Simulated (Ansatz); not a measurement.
Input:

TiSi:
```cif
data_SiTi
_chemical_formula_sum 'Ti1 Si1'
_space_group_name_H-M_alt 'Pm-3m'
_space_group_IT_number 221
_space_group_name_Hall '-P 4 2 3'
_cell_length_a 3.05191
_cell_length_b 3.05191
_cell_length_c 3.05191
_cell_angle_alpha 90.000
_cell_angle_beta 90.000
_cell_angle_gamma 90.000
loop_
_atom_site_label
_atom_site_type_symbol
_atom_site_symmetry_multiplicity
_atom_site_Wyckoff_symbol
_atom_site_fract_x
_atom_site_fract_y
_atom_site_fract_z
_atom_site_occupancy
Ti1 Ti 1 a 0.00000 0.00000 0.00000 1
Si1 Si 1 b 0.50000 0.50000 0.50000 1
```

This is the LDA-relaxed structure.

All from LDA (plane waves, PAW; program Ansatz), unless another level is named. Give the highest zone-centre frequency.

287 cm⁻¹.

Give the bulk modulus (Birch–Murnaghan fit).

143 GPa.

The cell is a constructed one: a structure type filled with these elements; neither database checked (COD, Materials Project) lists it. COD files the formula under space group No. 25, so this cell is another polymorph or a model. Its standing as an ambient phase is unchecked. The LDA relaxation kept the symmetry of its start. At this level the phase is dynamically unstable (imaginary phonons). No spin polarisation was allowed. As this level gives no gap, phonon frequencies hold no LO–TO term and depend on the k-mesh and smearing (Fermi–Dirac, 0.1 eV here). On the denser mesh and wider smearing of the elastic run this cell carries a stress of 0.3 GPa.

Potentials: the later of the program's two PAW sets.
